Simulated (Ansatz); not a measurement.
All numbers below come from DFT PBE, scalar-relativistic, plane waves, PAW in Ansatz 0.2.0. All cells share a 420 eV cutoff and Γ-centred k meshes spaced about 0.3 Å⁻¹ or finer (0.25 for metals, 2π included). No spin polarisation.

All energies are static (0 K, no zero-point motion).

Compare these two cells of Zr3S2, each relaxed at this level.

A.

```cif
data_structure
_symmetry_space_group_name_H-M 'P-3m1'
_symmetry_Int_Tables_number 164
_cell_length_a 3.5908
_cell_length_b 3.5908
_cell_length_c 8.6992
_cell_angle_alpha 90.000
_cell_angle_beta 90.000
_cell_angle_gamma 120.000
_cell_volume 97.14
loop_
_atom_site_label
_atom_site_type_symbol
_atom_site_symmetry_multiplicity
_atom_site_Wyckoff_symbol
_atom_site_fract_x
_atom_site_fract_y
_atom_site_fract_z
_atom_site_occupancy
Zr1 Zr 1 a 0.00000 0.00000 0.00000 1
Zr2 Zr 2 d 0.66667 0.33333 0.34925 1
S1 S 2 d 0.66667 0.33333 0.82045 1
```

B.

```cif
data_structure
_symmetry_space_group_name_H-M 'I4/mmm'
_symmetry_Int_Tables_number 139
_cell_length_a 3.5682
_cell_length_b 3.5682
_cell_length_c 15.2858
_cell_angle_alpha 90.000
_cell_angle_beta 90.000
_cell_angle_gamma 90.000
_cell_volume 194.62
loop_
_atom_site_label
_atom_site_type_symbol
_atom_site_symmetry_multiplicity
_atom_site_Wyckoff_symbol
_atom_site_fract_x
_atom_site_fract_y
_atom_site_fract_z
_atom_site_occupancy
Zr1 Zr 4 e 0.50000 0.50000 0.12736 1
Zr2 Zr 2 a 0.00000 0.00000 0.00000 1
S1 S 4 e 0.00000 0.00000 0.17619 1
```

Problem. Which would you expect to be lower, and how large is the difference?

Solution. B is lower, by 112 meV/atom. A has space group P-3m1 (No. 164), 19.4 Å³/atom and no gap on its mesh; B has space group I4/mmm (No. 139), 19.5 Å³/atom and no gap. Counting S atoms around Zr (those within 1.25 times the shortest such distance or 1.15 times the sum of covalent radii; a plus sign parts nearer from farther groups; a slash parts the counts of unlike sites), A has Zr 3/6 and B has Zr 2/4+1. Both come from trial cells of a structure search.

Trial moments fell under 0.15 μB along the way in P-3m1 and I4/mmm; another start might hold them. With atoms moved at random, B came back. A had no clear such test and can be a saddle point.
